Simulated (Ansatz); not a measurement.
Here is the system:

Ge2Sb2Te5:
Space group P-3m1 (No. 164); a = b = 4.2185 Å, c = 17.9462 Å, α = β = 90.00°, γ = 120.00°

```tsv
atom	site	symmetry	x	y	z
Ge	2c	3m.	0.0000	0.0000	0.3342
Sb	2d	3m.	0.3333	0.6667	0.1122
Te	1a	-3m.	0.0000	0.0000	0.0000
Te	2d	3m.	0.6667	0.3333	0.2087
Te	2d	3m.	0.3333	0.6667	0.4123
```

This is the r²SCAN+D4-relaxed structure.

**Question.** All from the program Ansatz at the r²SCAN+D4 level (PAW), unless another level is named. Give the electronic character.

**Answer.** no gap, with almost no states at the Fermi level (zero-gap or semimetallic).

**Question.** What about the formation energy from the elements (no fitted shifts)?

**Answer.** -0.075 eV/atom.

The cell was relaxed with r²SCAN+D4 under the symmetry of its start. A small band overlap can be real or an error of a semilocal functional. The references are the lowest solids computed at this level, not always the standard phases. Spin–orbit coupling is left out wherever it is not named.

Potentials: the later of the program's two PAW sets.
